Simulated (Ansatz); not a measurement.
Mo$_{2}$C in space group Pbcn (No. 60; Mo on 8d, C on 4c) at seven volumes, PBEsol in the plane-wave PAW code Ansatz, shape and atoms relaxed at each. One row is withheld.

```json
[
 {"V (Å³/atom)": "11.096", "P (GPa)": "?"},
 {"V (Å³/atom)": "11.462", "P (GPa)": "22.40"},
 {"V (Å³/atom)": "11.827", "P (GPa)": "10.30"},
 {"V (Å³/atom)": "12.193", "P (GPa)": "0.00"},
 {"V (Å³/atom)": "12.559", "P (GPa)": "-8.75"},
 {"V (Å³/atom)": "12.925", "P (GPa)": "-16.10"},
 {"V (Å³/atom)": "13.291", "P (GPa)": "-22.12"}
]
```

Fit the shown pressures and predict the withheld one.

P = (3/2)B₀(x^(7/2) − x^(5/2))[1 + (3/4)(B′ − 4)(x − 1)] with x = (V₀/V)^(2/3). Least squares on the six rows gives V₀ = 12.191 Å³/atom, B₀ = 314 GPa, B′ = 4.70. At V = 11.096, x = 1.0648 and P = 36.89 GPa. The run itself gave 36.59 GPa.

The first step of the workflow began from a Materials Project structure, measured or hypothetical; the Crystallography Open Database files this formula in space group No. 60, but the cells were not matched. Its standing as an ambient phase is unchecked. Symmetry was held in the PBEsol relaxation; of distortions, only those at the zone centre were tested. No spin polarisation was allowed.

Potentials: the later of the program's two PAW sets.
